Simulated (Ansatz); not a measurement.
Level of theory: DFT PBE, scalar-relativistic, plane waves, PAW (Ansatz). Settings: cutoff 420 eV, Γ-centred meshes spaced at most about 0.3 Å⁻¹, and about 0.25 Å⁻¹ or finer for metals (2π included), Gaussian smearing. No spin polarisation in the final relaxations.

All energies are static (0 K, no zero-point motion). All come from trial cells, and lower structures may exist.

Question: Which of these relaxed structures of ZnGaH is the lowest in energy?
1.

```cif
data_structure
_symmetry_space_group_name_H-M 'Pmma'
_symmetry_Int_Tables_number 51
_cell_length_a 7.0011
_cell_length_b 2.6865
_cell_length_c 4.6543
_cell_angle_alpha 90.000
_cell_angle_beta 90.000
_cell_angle_gamma 90.000
_cell_volume 87.54
loop_
_atom_site_label
_atom_site_type_symbol
_atom_site_symmetry_multiplicity
_atom_site_Wyckoff_symbol
_atom_site_fract_x
_atom_site_fract_y
_atom_site_fract_z
_atom_site_occupancy
Zn1 Zn 2 b 0.00000 0.50000 0.00000 1
Ga1 Ga 2 c 0.00000 0.00000 0.50000 1
H1 H 2 e 0.75000 0.00000 0.55966 1
```

2.

```cif
data_structure
_symmetry_space_group_name_H-M 'P4/mmm'
_symmetry_Int_Tables_number 123
_cell_length_a 3.7156
_cell_length_b 3.7156
_cell_length_c 3.5866
_cell_angle_alpha 90.000
_cell_angle_beta 90.000
_cell_angle_gamma 90.000
_cell_volume 49.52
loop_
_atom_site_label
_atom_site_type_symbol
_atom_site_symmetry_multiplicity
_atom_site_Wyckoff_symbol
_atom_site_fract_x
_atom_site_fract_y
_atom_site_fract_z
_atom_site_occupancy
Zn1 Zn 1 d 0.50000 0.50000 0.50000 1
Ga1 Ga 1 b 0.00000 0.00000 0.50000 1
H1 H 1 a 0.00000 0.00000 0.00000 1
```

Answer: 1. It has space group Pmma (No. 51); the next, 2, with space group P4/mmm (No. 123), lies 89 meV/atom higher. Counting H atoms around Ga and Zn (those within 1.25 times the shortest such distance or 1.15 times the sum of covalent radii; a plus sign parts nearer from farther groups; the shortest distance is added where it is long for a bond), the lowest has Zn 4+4 from 3.0 Å, Ga 2 and the next has Zn 8 from 3.2 Å, Ga 2. Even the lowest lies +0.25 eV/atom against the elements.

With hydrogen, zero-point motion can shift such differences by 10 meV/atom or more. Cells relaxed within their symmetry can be saddle points. The Pmma cell of ZnGaH came from shaking the P4/mmm one. Some types were kept out of the candidates beforehand, so the set may lack a known form.
